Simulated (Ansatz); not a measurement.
A distorted cell of SiO2 (rutile):

```
SiO2
1.0
    4.23588     0.00000     0.00000
    0.00000     4.23588     0.00000
    0.00000     0.00000     5.37981
Si O
4 8
Direct
  0.50000   0.50000   0.25000
  0.50000   0.50000   0.75000
  0.00000   0.00000   0.00000
  0.00000   0.00000   0.50000
  0.78195   0.83203   0.25000
  0.83203   0.78195   0.75000
  0.29801   0.68404   0.00000
  0.31596   0.70199   0.50000
  0.70199   0.31596   0.00000
  0.68404   0.29801   0.50000
  0.21805   0.16797   0.25000
  0.16797   0.21805   0.75000
```

Method: PBE (plane waves to 420 eV, PAW, scalar-relativistic; Ansatz, a program for electronic structure). k mesh 8×8×6 (Γ-centred), Fermi-Dirac smearing 0.05 eV. Compression counts positive. SiO2 was relaxed with its symmetry unable to fall. The PAW data are Ansatz's earlier set.

### Question
What forces act on the atoms (eV/Å, Cartesian)?

### Answer
```json
[
 {"atom": "Si1", "Fx": "0.000", "Fy": "0.000", "Fz": "-0.028"},
 {"atom": "Si2", "Fx": "0.000", "Fy": "0.000", "Fz": "-0.028"},
 {"atom": "Si3", "Fx": "0.000", "Fy": "0.000", "Fz": "0.028"},
 {"atom": "Si4", "Fx": "0.000", "Fy": "0.000", "Fz": "0.028"},
 {"atom": "O5", "Fx": "1.317", "Fy": "-1.205", "Fz": "-0.140"},
 {"atom": "O6", "Fx": "-1.205", "Fy": "1.317", "Fz": "-0.140"},
 {"atom": "O7", "Fx": "0.525", "Fy": "0.364", "Fz": "0.140"},
 {"atom": "O8", "Fx": "-0.364", "Fy": "-0.525", "Fz": "0.140"},
 {"atom": "O9", "Fx": "-0.525", "Fy": "-0.364", "Fz": "0.140"},
 {"atom": "O10", "Fx": "0.364", "Fy": "0.525", "Fz": "0.140"},
 {"atom": "O11", "Fx": "-1.317", "Fy": "1.205", "Fz": "-0.140"},
 {"atom": "O12", "Fx": "1.205", "Fy": "-1.317", "Fz": "-0.140"}
]
```

### Question
Give the stress tensor in GPa and the pressure.

### Answer
```
   0.41    -0.20     0.00
  -0.20     0.41     0.00
   0.00     0.00     0.62
```
The pressure, a third of the trace, is 0.48 GPa.

(A displaced cell: forces are minus the slopes of the energy, force constants its curvatures, and phonons follow from these.)
